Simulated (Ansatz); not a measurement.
Si$_{3}$Mo$_{5}$:
```yaml
crystal:
  lattice:
    - [-4.82089, 4.82089, 2.44758]
    - [4.82089, -4.82089, 2.44758]
    - [4.82089, 4.82089, -2.44758]
  atoms:
    - { symbol: Si, position: [0.83276, 0.66724, 0.50000] }
    - { symbol: Si, position: [0.16724, 0.33276, 0.50000] }
    - { symbol: Si, position: [0.66724, 0.16724, 0.83448] }
    - { symbol: Si, position: [0.33276, 0.83276, 0.16552] }
    - { symbol: Si, position: [0.75000, 0.75000, 0.00000] }
    - { symbol: Si, position: [0.25000, 0.25000, 0.00000] }
    - { symbol: Mo, position: [0.92321, 0.22398, 0.14720] }
    - { symbol: Mo, position: [0.07679, 0.77602, 0.85280] }
    - { symbol: Mo, position: [0.22398, 0.07679, 0.30077] }
    - { symbol: Mo, position: [0.77602, 0.92321, 0.69923] }
    - { symbol: Mo, position: [0.57679, 0.72398, 0.30077] }
    - { symbol: Mo, position: [0.42321, 0.27602, 0.69923] }
    - { symbol: Mo, position: [0.27602, 0.57679, 0.85280] }
    - { symbol: Mo, position: [0.72398, 0.42321, 0.14720] }
    - { symbol: Mo, position: [0.25000, 0.75000, 0.50000] }
    - { symbol: Mo, position: [0.75000, 0.25000, 0.50000] }
```

This is the r²SCAN-relaxed structure.

Question: All from r²SCAN in the plane-wave PAW code Ansatz, unless another level is named. Predict the electronic character.

Answer: metallic (no gap).

Question: Next, the density of states at the Fermi level?

Answer: 0.49 states/eV per atom (mean over ±0.08 eV).

Question: What about the formation energy from the elements (no fitted shifts)?

Answer: -0.40 eV/atom.

Space group I4/mcm. The workflow started from a Materials Project entry (that database holds measured and hypothetical structures alike); the Crystallography Open Database files this formula in space group No. 140, but the cells were not matched. Whether it is the stable phase at ambient conditions was not checked. The r²SCAN relaxation kept the symmetry of its start; whether a distortion lowers the energy is not shown. The run is not spin-polarised. The references are the lowest solids computed at this level, not always the standard phases. Scalar-relativistic: spin–orbit coupling is off unless named, which matters more the heavier the elements.

Potentials: the earlier of the program's two PAW sets.
